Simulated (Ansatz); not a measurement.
Input:

ScC:
```
CELL_PARAMETERS angstrom
      0.00000     2.31641     2.31641
      2.31641     0.00000     2.31641
      2.31641     2.31641     0.00000
ATOMIC_POSITIONS crystal
  Sc 0.00000 0.00000 0.00000
  C  0.50000 0.50000 0.50000
```

This is the PBEsol-relaxed structure.

Task: All from PBEsol in the plane-wave PAW code Ansatz, unless another level is named. Predict the electronic character.

Result: metallic (no gap).

Task: Predict the formation energy from the elements (no fitted shifts).

Result: -0.19 eV/atom.

Task: What about the density of states at the Fermi level?

Result: 0.69 states/eV per atom (mean over ±0.08 eV).

Space group Fm-3m (rock salt). The first step of the workflow began from a Materials Project structure, measured or hypothetical; the Crystallography Open Database copy checked does not list it. Whether it is the stable phase at ambient conditions was not checked. The cell was relaxed with PBEsol under the symmetry of its start; of distortions, only those at the zone centre were tested. The run is not spin-polarised. The references are the lowest solids computed at this level, not always the standard phases.

Potentials: the later of the program's two PAW sets.
